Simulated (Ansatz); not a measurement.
**In2Ag: pressure against volume**

A database entry relaxed whole under r2SCAN (I4/mcm):

```
In Ag
1.0
    -3.45122    3.45122    2.82198
     3.45122   -3.45122    2.82198
     3.45122    3.45122   -2.82198
In Ag
4 2
Direct
  0.65520 0.15520 0.81041
  0.15520 0.34480 0.50000
  0.34480 0.84480 0.18959
  0.84480 0.65520 0.50000
  0.25000 0.25000 0.00000
  0.75000 0.75000 0.00000
```

The cell was scaled uniformly, its shape held, and the atoms relaxed at each volume with plane-wave PAW DFT (Ansatz 0.2.0; r2SCAN, 500 eV, 8×8×8 Γ-centred mesh, fermi-dirac occupations of width 0.100 eV; no spin, no spin-orbit coupling). One row is withheld.

| volume (Å³/atom) | energy over the lowest (meV/atom) | pressure (GPa) |
| --- | --- | --- |
| 21.064 | 18.4 | 4.65 |
| 21.512 | ? | ? |
| 21.960 | 2.0 | 1.41 |
| 22.408 | 0.0 | 0.10 |
| 22.856 | 1.5 | -1.05 |
| 23.305 | 6.0 | -2.03 |
| 23.753 | 13.0 | -2.89 |

**Question.** Fit the pressures of the other rows to the third-order Birch-Murnaghan form.

**Answer.** With f = [(V₀/V)^(2/3) − 1]/2 and P = 3B₀f(1 + 2f)^(5/2)[1 + 3(B₀′ − 4)f/2], least squares gives V₀ = 22.44 Å³ an atom, B₀ = 60.5 GPa and B₀′ = 6.0; the rows miss the fit by less than 0.01 GPa. The slope of the energies differs from these pressures by 0.06 GPa, since they are taken to zero smearing while pressures follow the free energy.

**Question.** What does the withheld row hold?

**Answer.** The fit gives 2.92 GPa at 21.512 Å³; the run gave 2.92 GPa and 7.9 meV an atom.

Caveats: the shape of the cell was held, so B₀ is an upper bound where the axes differ in stiffness; 0 K, fixed nuclei; the symmetry was kept, and this need not be the phase that is stable at 0 K; one mesh for all volumes; pressure is positive in compression.
